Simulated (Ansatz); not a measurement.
Geometry optimisation in Ansatz: input, command and trajectory.

```yaml
crystal:
  lattice:
    - [-5.87621373, 3.91747582, 1.95873791]
    - [5.87621373, 3.91747582, -1.95873791]
    - [-1.95873791, -3.91747582, -5.87621373]
  atoms:
    - { symbol: Cu, position: [0.5446704373, 0.8495283114, 0.8960991921] }
    - { symbol: Cu, position: [0.6014294316, 0.1999784325, 0.8046665202] }
    - { symbol: Cu, position: [0.3549427735, 0.4530823964, 0.3030151087] }
    - { symbol: Cu, position: [0.7426127252, 0.2451020399, 0.4944865884] }
    - { symbol: Cu, position: [0.7954760767, 0.5963490914, 0.3949870519] }
    - { symbol: Ru, position: [0.1002436328, 0.7024515405, 0.8010729493] }
    - { symbol: Ru, position: [0.1512882735, 0.0458255662, 0.699240251] }
    - { symbol: Ru, position: [0.6514737947, 0.5492988413, 0.6986744471] }
    - { symbol: Ru, position: [0.6921171915, 0.8937696415, 0.5997404494] }
    - { symbol: Ru, position: [0.294232752, 0.099348724, 0.3966192745] }
    - { symbol: Ru, position: [0.3990049961, 0.8021273066, 0.1978633205] }
    - { symbol: Ru, position: [0.898708343, 0.2969558369, 0.2011724324] }
    - { symbol: Au, position: [0.0508517543, 0.3532848655, 0.9018428724] }
    - { symbol: Au, position: [0.1927103627, 0.3907697624, 0.5977020162] }
    - { symbol: Au, position: [0.2491315042, 0.7472090359, 0.499875408] }
    - { symbol: Au, position: [0.0013981003, 0.999998589, 0.9961381887] }
    - { symbol: Au, position: [0.8522865369, 0.9494675712, 0.2982174029] }
    - { symbol: Au, position: [0.4532803644, 0.1526674066, 0.1019364189] }
    - { symbol: Au, position: [0.5031535282, 0.4971416548, 0.0026698416] }
    - { symbol: Au, position: [0.9438107443, 0.6515666958, 0.0995174881] }
  symmetry: { detect: false }
basis:
  ecutwfc: 420
kpoints:
  mp_grid: { grid: [2, 2, 2], shift: [0.5, 0.5, 0.5] }
hamiltonian:
  xc: pbe
scf:
  occupations: { method: gaussian, width: 0.1 }
  lower_state_search: "off"
output:
  forces: true
  stress: true
  eigenvalues: true
relax:
  adjacent_minimum: "off"
  f_tol: 0.04
  max_steps: 50
  cell: { stress_tol: 0.3 }
```

```bash
ansatz run input.yaml --threads 4 --pin off --max-ram 9216MiB --backend cpu --events-out ev --progress --plain --runs-dir out
```

Method: DFT PBE, scalar-relativistic, plane waves, PAW in Ansatz 0.2.0.

Of 7 frames 6 are shown, positions in Å and forces in eV/Å; the SCF threshold varies from step to step. Steps run on the plane waves of an earlier cell, with a Pulay correction in the pressure. The basis is chosen afresh for the last frame, the zero of the energies, and at times for earlier ones too; energy and pressure can step there, also at an unchanged geometry. Where two frames share a geometry here, they differ by under 2 meV/atom and 0.3 GPa. The mark taken_back stands on steps that the optimiser undid.

```xyz
20
Lattice="-5.8762 3.9175 1.9587 5.8762 3.9175 -1.9587 -1.9587 -3.9175 -5.8762" Properties=species:S:1:pos:R:3:forces:R:3 pbc="T T T" step=1 free_energy_over_end_meV_per_atom=68.27 pressure_GPa=0.99
Cu    0.0362    1.9513   -5.8628   -0.1543    0.2409   -0.0201
Cu   -3.9351   -0.0128   -3.9421   -0.1590    0.0324    0.5135
Cu   -0.0168    1.9784   -1.9728   -0.0851    0.0145   -0.4392
Cu   -3.8920    1.9322   -1.9312    0.3621   -0.0444   -0.3514
Cu   -1.9438    3.9051   -1.9310   -0.2935   -0.3171   -0.5345
Ru    1.9696    0.0064   -5.8868    1.0205   -0.0587    0.1348
Ru   -1.9893   -1.9671   -3.9023   -0.0646   -0.7725    1.0937
Ru   -1.9689    1.9670   -3.9054    0.2446    0.8091    1.6583
Ru    0.0102    3.8632   -3.9192   -0.7875    0.0768    0.8662
Ru   -1.9221   -0.0119   -1.9489   -1.9434    0.8725   -1.4771
Ru    1.9813    3.9303   -1.9523    0.2421    0.1332   -0.9516
Ru   -3.9301    3.8959   -0.0035    0.4354   -0.0628    0.2587
Au    0.0107   -1.9498   -5.8918    0.2777   -0.7801    0.1342
Au   -0.0069   -0.0557   -3.9002    0.5633    0.8897   -0.0858
Au    1.9477    1.9449   -3.9130    0.2342    0.1596   -0.4240
Au    3.9168    0.0206   -7.8095    0.7442   -0.0236   -0.3613
Au   -0.0131    5.8901   -1.9427    0.9316   -1.0348   -1.0118
Au   -1.9661    1.9745   -0.0102   -0.7779    0.1252    0.0551
Au   -0.0406    3.9082   -0.0039    0.3762   -0.0297    0.1526
Au   -1.9122    5.8600   -0.0124   -1.1665   -0.2301    0.7899
20
Lattice="-5.8774 3.9402 1.9782 5.8825 3.9471 -1.9767 -1.9401 -3.9461 -5.8657" Properties=species:S:1:pos:R:3:forces:R:3 pbc="T T T" step=2 free_energy_over_end_meV_per_atom=13.05 pressure_GPa=-0.58
Cu    0.0433    1.9801   -5.8560   -0.1916    0.1018   -0.0756
Cu   -3.9358   -0.0197   -3.8790   -0.1486   -0.0252    0.0824
Cu   -0.0087    1.9898   -1.9872    0.0556   -0.0244   -0.0419
Cu   -3.8699    1.9538   -1.9493    0.1056    0.1175   -0.2120
Cu   -1.9542    3.9091   -1.9297   -0.1369   -0.0683    0.1104
Ru    2.0652    0.0050   -5.8917    0.5282   -0.1445    0.0764
Ru   -1.9722   -2.0426   -3.8161    0.0324   -0.2618   -0.1522
Ru   -1.9407    2.0504   -3.7760   -0.0976    0.2867    0.4105
Ru   -0.0358    3.8907   -3.8459   -0.5094   -0.2415    0.4723
Ru   -2.0521    0.0409   -2.0664   -0.3709    0.1730   -0.4533
Ru    2.0152    3.9592   -2.0297    0.1814   -0.1018   -0.4786
Ru   -3.8894    3.9122    0.0237    0.0390   -0.0957   -0.0199
Au    0.0517   -2.0191   -5.8650   -0.0983    0.1290    0.3309
Au    0.0569    0.0154   -3.9061    0.0016    0.1187    0.0146
Au    1.9713    1.9716   -3.9483   -0.0412    0.1297   -0.0768
Au    3.9814    0.0081   -7.8705   -0.1710   -0.2712   -0.4400
Au    0.0513    5.8596   -2.0191    0.1476    0.1833    0.1528
Au   -2.0122    1.9930    0.0036    0.1446   -0.0981    0.1595
Au   -0.0124    3.9305    0.0256    0.1228    0.0190    0.1501
Au   -1.9763    5.8822    0.0428    0.4072    0.0739   -0.0087
20
Lattice="-5.8672 3.9363 1.9987 5.8799 3.9366 -1.9613 -1.9300 -3.9676 -5.8561" Properties=species:S:1:pos:R:3:forces:R:3 pbc="T T T" step=3 free_energy_over_end_meV_per_atom=2.50 pressure_GPa=1.65
Cu    0.0253    1.9570   -5.8367   -0.0352    0.0216   -0.0396
Cu   -3.9608   -0.0417   -3.8471   -0.2166   -0.0572   -0.1853
Cu    0.0078    1.9690   -1.9571    0.1512   -0.0591    0.1100
Cu   -3.8559    1.9604   -1.9438   -0.0758    0.1078    0.0607
Cu   -1.9568    3.8886   -1.8484   -0.0636    0.0815    0.2998
Ru    2.1505   -0.0437   -5.8537   -0.0910    0.0118    0.0270
Ru   -1.9514   -2.1080   -3.8138   -0.0075   -0.0084   -0.2709
Ru   -1.9427    2.0701   -3.6826    0.0063   -0.1118   -0.2152
Ru   -0.1206    3.8405   -3.7431    0.0597   -0.0539   -0.0853
Ru   -2.1000    0.0522   -2.1368    0.1870    0.0042    0.2735
Ru    2.0433    3.9361   -2.0791   -0.0567   -0.0884   -0.1417
Ru   -3.8502    3.9027    0.0458   -0.0446    0.0276   -0.0839
Au    0.0623   -2.0401   -5.8251   -0.0752    0.0590    0.0672
Au    0.0771    0.0305   -3.8901   -0.0116   -0.0441   -0.0187
Au    1.9740    1.9651   -3.9542   -0.0757    0.0366    0.0266
Au    3.9827   -0.0512   -7.9152    0.0082    0.0581   -0.0412
Au    0.0774    5.8425   -1.9926    0.1392    0.1206    0.1295
Au   -1.9927    1.9686    0.0338    0.1204   -0.0426    0.0987
Au    0.0147    3.9288    0.0725   -0.0078   -0.0260    0.0240
Au   -1.9384    5.8807    0.0770    0.0898   -0.0376   -0.0346
20
Lattice="-5.9653 3.9902 2.0207 5.9308 3.8905 -1.9247 -1.9602 -4.0038 -5.9505" Properties=species:S:1:pos:R:3:forces:R:3 pbc="T T T" step=4 free_energy_over_end_meV_per_atom=7.58 pressure_GPa=-1.58 taken_back
Cu   -0.0574    1.9349   -5.8842   -0.0118   -0.0337    0.0106
Cu   -4.0858    0.0227   -3.9306   -0.0580   -0.1835    0.0473
Cu    0.0252    1.8963   -1.9758   -0.0403    0.1477    0.0245
Cu   -3.9455    2.0053   -1.9539    0.0478    0.0167    0.0549
Cu   -1.9281    3.8429   -1.7567   -0.2099    0.1134   -0.0341
Ru    2.2906   -0.1493   -5.8243   -0.1374    0.0319   -0.1481
Ru   -1.9268   -2.1608   -3.8760   -0.2517   -0.1209   -0.1570
Ru   -1.9650    2.0303   -3.6984   -0.1928    0.1899   -0.1232
Ru   -0.1604    3.8203   -3.7594    0.0251    0.0751    0.0698
Ru   -2.1772    0.0662   -2.1503    0.3460   -0.0331    0.1061
Ru    1.9345    3.8635   -2.2265    0.1586    0.1443    0.3523
Ru   -3.9119    3.9469    0.0318   -0.0031    0.0003   -0.1141
Au    0.0397   -2.0198   -5.9228   -0.0313    0.0693   -0.0453
Au    0.0579   -0.0072   -3.9243    0.0530   -0.0698   -0.0814
Au    1.9518    1.9264   -4.0629    0.1834   -0.1863    0.0850
Au    4.0315   -0.1075   -7.9826   -0.1153   -0.0649   -0.0065
Au    0.0439    5.8321   -1.9402    0.0686    0.0365    0.0257
Au   -2.0809    1.9170    0.1064    0.0972    0.0270    0.0524
Au   -0.0758    3.9561    0.2091    0.1746   -0.1454   -0.1593
Au   -2.0119    5.9599    0.0818   -0.1028   -0.0141    0.0403
20
Lattice="-5.9053 3.9541 2.0148 5.9124 3.9326 -1.9505 -1.9429 -3.9933 -5.8894" Properties=species:S:1:pos:R:3:forces:R:3 pbc="T T T" step=5 free_energy_over_end_meV_per_atom=0.24 pressure_GPa=-0.31
Cu   -0.0026    1.9469   -5.8545    0.0336   -0.0189    0.0101
Cu   -4.0235   -0.0443   -3.8723   -0.0062   -0.0523   -0.0236
Cu    0.0257    1.9551   -1.9526    0.0301   -0.0045    0.0093
Cu   -3.8850    1.9789   -1.9382    0.0253    0.0146    0.0116
Cu   -1.9607    3.8858   -1.7973   -0.0414    0.0433    0.0084
Ru    2.1902   -0.0804   -5.8536   -0.0361   -0.0047   -0.0103
Ru   -1.9518   -2.1465   -3.8517    0.0265    0.0106   -0.0030
Ru   -1.9540    2.0597   -3.6930    0.0436   -0.0459    0.0100
Ru   -0.1283    3.8331   -3.7409   -0.0203    0.0233    0.0146
Ru   -2.1069    0.0535   -2.1249   -0.0247    0.0179    0.0318
Ru    2.0333    3.9198   -2.1234   -0.0386   -0.0263   -0.0258
Ru   -3.8769    3.9214    0.0419   -0.0157    0.0272   -0.0059
Au    0.0528   -2.0436   -5.8557    0.0227   -0.0026   -0.0094
Au    0.0752    0.0146   -3.9077   -0.0111    0.0114   -0.0125
Au    1.9825    1.9528   -3.9872    0.0192    0.0100    0.0327
Au    4.0063   -0.0745   -7.9459    0.0146    0.0266   -0.0034
Au    0.0879    5.8523   -1.9691   -0.0246   -0.0167   -0.0324
Au   -2.0139    1.9561    0.0685    0.0093    0.0253    0.0173
Au   -0.0014    3.9350    0.1104    0.0040   -0.0097   -0.0258
Au   -1.9518    5.9029    0.0909   -0.0101   -0.0287    0.0065
20
Lattice="-5.8904 3.9541 2.0284 5.8991 3.9322 -1.9587 -1.9288 -3.9976 -5.8940" Properties=species:S:1:pos:R:3:forces:R:3 pbc="T T T" step=7 free_energy_over_end_meV_per_atom=0.00 pressure_GPa=0.10
Cu    0.0189    1.9364   -5.8610   -0.0176   -0.0001    0.0068
Cu   -3.9975   -0.0671   -3.8750   -0.0068    0.0092   -0.0152
Cu    0.0397    1.9483   -1.9491   -0.0074    0.0043    0.0035
Cu   -3.8636    1.9871   -1.9264   -0.0183    0.0186   -0.0110
Cu   -1.9709    3.8970   -1.7979    0.0141   -0.0101    0.0167
Ru    2.1801   -0.0834   -5.8717    0.0040    0.0196    0.0135
Ru   -1.9421   -2.1483   -3.8612   -0.0125    0.0181    0.0066
Ru   -1.9402    2.0534   -3.6859    0.0036   -0.0142   -0.0013
Ru   -0.1250    3.8322   -3.7294   -0.0028   -0.0064    0.0025
Ru   -2.0993    0.0593   -2.1090    0.0178   -0.0109   -0.0265
Ru    2.0241    3.9172   -2.1319    0.0302   -0.0136    0.0119
Ru   -3.8722    3.9253    0.0537   -0.0010    0.0062    0.0097
Au    0.0739   -2.0538   -5.8556   -0.0059   -0.0072    0.0035
Au    0.0730    0.0157   -3.9143    0.0118    0.0045   -0.0033
Au    1.9889    1.9489   -3.9877   -0.0078   -0.0102   -0.0265
Au    4.0117   -0.0815   -7.9517   -0.0076    0.0016   -0.0070
Au    0.0864    5.8589   -1.9699   -0.0063   -0.0239    0.0042
Au   -2.0090    1.9602    0.0682    0.0094    0.0102    0.0083
Au    0.0051    3.9296    0.0940   -0.0030   -0.0026   -0.0106
Au   -1.9426    5.8957    0.1030    0.0061    0.0072    0.0141
```

Time: 59 s on 4 threads of AMD EPYC 9R45 96-Core Processor (Zen 5) (shared host), peak memory 1.6 GiB.

The k mesh is coarse. Spin–orbit coupling is left out, which can shift energies with elements as heavy as these.